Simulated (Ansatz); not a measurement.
AgRh:
```
CELL_PARAMETERS angstrom
      2.73216     0.00000     0.00000
      0.00000     2.73216     0.00000
      0.00000     0.00000     4.24406
ATOMIC_POSITIONS crystal
  Rh 0.00000 0.00000 0.00000
  Ag 0.50000 0.50000 0.50000
```

Relaxed with PBE. Special points in fractions of this cell's reciprocal vectors: Γ (0.000, 0.000, 0.000); X (0.000, 0.500, 0.000); M (0.500, 0.500, 0.000); Z (0.000, 0.000, 0.500); R (0.000, 0.500, 0.500); A (0.500, 0.500, 0.500).

**Question.** List the band energies nearest the Fermi level at these points for PBE in the plane-wave PAW code Ansatz.

**Answer.** In eV from the Fermi level; about four levels below and three above (degenerate sets whole), none deeper than 8.9 eV; … stands for higher levels left out; points with the same levels are listed once.

```tsv
k	below	above
Γ	-3.79 -3.79 -3.36 -2.91 -2.15	0.16 0.16 0.49
X	-3.11 -2.56 -1.03 -0.14	0.74 3.07 9.73
M	-2.07 -1.79 -0.59 -0.59	0.14 1.58 3.23 3.23
Z	-2.88 -1.77 -0.47 -0.47	0.45 15.14 …
R	-3.61 -2.79 -1.55 -0.61	0.14 0.24 0.35
A	-2.76 -2.76 -2.07 -0.51	1.58 7.69 7.69
```

Space group P4/mmm (L1₀ or tetragonal B2). The start of the workflow was typed in or built on a structure type; neither database checked (COD, Materials Project) lists it. Whether it is the stable phase at ambient conditions was not checked. Symmetry was held in the PBE relaxation; whether a distortion lowers the energy is not shown. No spin polarisation was allowed. Its formation energy is positive at this level, so the cell may be metastable or incomplete. Spin–orbit coupling is left out wherever it is not named.

Potentials: the earlier of the program's two PAW sets.
